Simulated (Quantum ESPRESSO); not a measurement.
AlTa5ZrHf, input and log of a self-consistent run

Simulated, not a measurement. The program is pw.x of Quantum ESPRESSO 7.5 (plane-wave density functional theory). The cell is made up: eight metal atoms on a hexagonal close-packed lattice, with elements, volume, strain and displacements drawn at random and not relaxed, so it may be unstable or far from any real phase. PseudoDojo standard norm-conserving files set the functional (PBE unless stated); there is no spin polarisation or spin-orbit coupling, the Fermi-Dirac width of 0.25 eV means electrons at about 2900 K, and the masses in the input are unused placeholders. Heavy elements are run without spin-orbit coupling, which real alloys of them have. A spin test at this wide smearing found no moment, but such smearing suppresses magnetism that the real alloy may have.

Input:

```
&control calculation='scf', pseudo_dir='./dojo.nc.sr.pbe.v0_5.standard.upf', outdir='./o', disk_io='minimal', tprnfor=.true., tstress=.true. /
&system ibrav=0, nat=8, ntyp=4, nbnd=63, ecutwfc=66.00178263, nosym=.true., tot_charge=0,
 occupations='smearing', smearing='fd', degauss=0.0183746611
/
&electrons conv_thr=1.470e-08, electron_maxstep=70, mixing_beta=0.5 /
ATOMIC_SPECIES
Al 1.0 Al.upf
Hf 1.0 Hf.upf
Ta 1.0 Ta.upf
Zr 1.0 Zr.upf
CELL_PARAMETERS angstrom
0.0 0.0 4.9383
5.8795 0.0 0.0
-2.9398 5.0918 0.0
ATOMIC_POSITIONS angstrom
Al 0.0469 0.0294 0.1203
Ta -1.4237 2.481 0.115
Ta 3.0726 0.1017 0.0256
Ta 1.5694 2.5964 -0.0169
Zr 0.007 1.7266 2.4627
Hf -1.3393 4.2192 2.4841
Ta 2.9856 1.7254 2.6136
Ta 1.4281 4.1619 2.4132
K_POINTS automatic
5 5 5 1 1 1
```

The log is shortened where brackets say so; the opening notice, blank lines, dates and the lines on written files are dropped, and the path of the files is cut. It prints rydbergs, bohrs and kilobars, and counts compression as positive stress. Its total energy is the free energy E - TS of the whole cell.

```
     Program PWSCF v.7.5
     Parallel version (MPI & OpenMP), running on       4 processor cores
     Number of MPI processes:                 4
     Threads/MPI process:                     1
     [start-up lines left out]
     bravais-lattice index     =            0
     lattice parameter (alat)  =       9.3320  a.u.
     unit-cell volume          =     997.6674 (a.u.)^3
     number of atoms/cell      =            8
     number of atomic types    =            4
     number of electrons       =        92.00
     number of Kohn-Sham states=           63
     kinetic-energy cutoff     =      66.0018  Ry
     charge density cutoff     =     264.0071  Ry
     scf convergence threshold =      1.5E-08
     mixing beta               =       0.5000
     number of iterations used =            8  plain     mixing
     Exchange-correlation= PBE
                           (   1   4   3   4   0   0   0)
     [axes and pseudopotential details left out]
   Cartesian axes
     site n.     atom                  positions (alat units)
         1        Al     tau(   1) = (   0.0094972   0.0059535   0.0243606  )
         2        Ta     tau(   2) = (  -0.2882976   0.5023996   0.0232874  )
         3        Ta     tau(   3) = (   0.6221979   0.0205941   0.0051840  )
         4        Ta     tau(   4) = (   0.3178017   0.5257680  -0.0034222  )
         5        Zr     tau(   5) = (   0.0014175   0.3496345   0.4986939  )
         6        Hf     tau(   6) = (  -0.2712067   0.8543831   0.5030274  )
         7        Ta     tau(   7) = (   0.6045805   0.3493915   0.5292510  )
         8        Ta     tau(   8) = (   0.2891886   0.8427799   0.4886702  )
     number of k points=    63  Fermi-Dirac smearing, width (Ry)=  0.0184
                       cart. coord. in units 2pi/alat
        k(    1) = (   0.0839918   0.1454788   0.1000000), wk =   0.0320000
        k(    2) = (   0.0839918   0.3394495   0.1000000), wk =   0.0320000
     [further k points left out]
     Dense  grid:    72325 G-vectors     FFT dimensions: (  50,  60,  60)
     Estimated max dynamical RAM per process >     276.32 MB
     Estimated total dynamical RAM >       1.03 GB
     Initial potential from superposition of free atoms
     starting charge      91.9888, renormalised to      92.0000
     Starting wfcs are   74 randomized atomic wfcs
     total cpu time spent up to now is        8.2 secs
     per-process dynamical memory:   219.6 Mb
     Self-consistent Calculation
     iteration #  1     ecut=    66.00 Ry     beta= 0.50
     Davidson diagonalization with overlap
     ethr =  1.00E-02,  avg # of iterations =  2.4
     Threshold (ethr) on eigenvalues was too large:
     Diagonalizing with lowered threshold
     Davidson diagonalization with overlap
     ethr =  3.57E-04,  avg # of iterations =  3.4
     total cpu time spent up to now is       44.8 secs
     total energy              =    -869.58608870 Ry
     estimated scf accuracy    <       0.35487384 Ry
     iteration #  2     ecut=    66.00 Ry     beta= 0.50
     Davidson diagonalization with overlap
     ethr =  3.86E-04,  avg # of iterations =  5.8
     total cpu time spent up to now is       64.5 secs
     total energy              =    -869.55424220 Ry
     estimated scf accuracy    <       0.94707394 Ry
     iteration #  3     ecut=    66.00 Ry     beta= 0.50
     Davidson diagonalization with overlap
     ethr =  3.86E-04,  avg # of iterations =  2.4
     total cpu time spent up to now is       82.3 secs
     total energy              =    -869.67734590 Ry
     estimated scf accuracy    <       0.09594203 Ry
     iteration #  4     ecut=    66.00 Ry     beta= 0.50
     Davidson diagonalization with overlap
     ethr =  1.04E-04,  avg # of iterations =  3.6
     total cpu time spent up to now is      100.4 secs
     total energy              =    -869.69073751 Ry
     estimated scf accuracy    <       0.04127497 Ry
     iteration #  5     ecut=    66.00 Ry     beta= 0.50
     Davidson diagonalization with overlap
     ethr =  4.49E-05,  avg # of iterations =  3.2
     total cpu time spent up to now is      117.1 secs
     total energy              =    -869.69589821 Ry
     estimated scf accuracy    <       0.00513031 Ry
     [iterations 6 to 10 left out]
     iteration # 11     ecut=    66.00 Ry     beta= 0.50
     Davidson diagonalization with overlap
     ethr =  1.59E-08,  avg # of iterations =  3.2
     total cpu time spent up to now is      221.8 secs
     total energy              =    -869.69710759 Ry
     estimated scf accuracy    <       0.00000353 Ry
     iteration # 12     ecut=    66.00 Ry     beta= 0.50
     Davidson diagonalization with overlap
     ethr =  3.83E-09,  avg # of iterations =  3.2
     total cpu time spent up to now is      239.9 secs
     total energy              =    -869.69710803 Ry
     estimated scf accuracy    <       0.00000143 Ry
     iteration # 13     ecut=    66.00 Ry     beta= 0.50
     Davidson diagonalization with overlap
     ethr =  1.56E-09,  avg # of iterations =  2.1
     total cpu time spent up to now is      257.4 secs
     total energy              =    -869.69710823 Ry
     estimated scf accuracy    <       0.00000043 Ry
     iteration # 14     ecut=    66.00 Ry     beta= 0.50
     Davidson diagonalization with overlap
     ethr =  4.68E-10,  avg # of iterations =  2.1
     total cpu time spent up to now is      274.0 secs
     total energy              =    -869.69710830 Ry
     estimated scf accuracy    <       0.00000006 Ry
     iteration # 15     ecut=    66.00 Ry     beta= 0.50
     Davidson diagonalization with overlap
     ethr =  6.66E-11,  avg # of iterations =  4.5
     total cpu time spent up to now is      292.3 secs
     End of self-consistent calculation
     [lines on levels left out]
!    total energy              =    -869.69710830 Ry
     estimated scf accuracy    <          6.3E-09 Ry
     smearing contrib. (-TS)   =      -0.12612554 Ry
     internal energy E=F+TS    =    -869.57098276 Ry
     The total energy is F=E-TS. E is the sum of the following terms:
     one-electron contribution =    -165.34143752 Ry
     hartree contribution      =     122.96254938 Ry
     xc contribution           =    -199.04847959 Ry
     ewald contribution        =    -628.14361502 Ry
     convergence has been achieved in  15 iterations
     Forces acting on atoms (cartesian axes, Ry/au):
     atom    1 type  1   force =     0.01493789   -0.01302731   -0.02809362
     atom    2 type  3   force =    -0.00170202    0.03830741   -0.01944587
     atom    3 type  3   force =    -0.00899085   -0.01910774    0.00352983
     atom    4 type  3   force =    -0.00195210   -0.00186372    0.01019710
     atom    5 type  4   force =     0.00911368   -0.05877204    0.02840554
     atom    6 type  2   force =    -0.05886167    0.02717707    0.02190482
     atom    7 type  3   force =    -0.00395425   -0.00021230   -0.02864151
     atom    8 type  3   force =     0.05140932    0.02749863    0.01214371
     Total force =     0.130423     Total SCF correction =     0.000296
     Computing stress (Cartesian axis) and pressure
          total   stress  (Ry/bohr**3)                   (kbar)     P=       88.63
   0.00052258  -0.00006061   0.00002713           76.87       -8.92        3.99
  -0.00006061   0.00067665   0.00001735           -8.92       99.54        2.55
   0.00002713   0.00001735   0.00060832            3.99        2.55       89.49
     init_run     :      7.75s CPU      8.06s WALL (       1 calls)
     electrons    :    279.06s CPU    284.07s WALL (       1 calls)
     forces       :      3.43s CPU      3.45s WALL (       1 calls)
     stress       :     11.33s CPU     11.38s WALL (       1 calls)
     [timing details left out]
     PWSCF        :   5m 1.78s CPU   5m 7.20s WALL
     JOB DONE.
```

In other units: free energy -11832.832 eV for the cell, pressure 8.86 GPa, largest force component 1.513 eV/Å in size. The run took 309 s of wall time with four MPI processes on a shared machine (Intel Xeon, 2023 or later, virtual cores), so the time is rough. A rerun of this cell at a higher cutoff and on a denser mesh moved values by no more than 0.006 eV in energy, 0.03 GPa in stress and 0.004 eV/Å in force, and a second program with other atomic files agreed on that cell to 2 % rms in force and 0.5 GPa in pressure.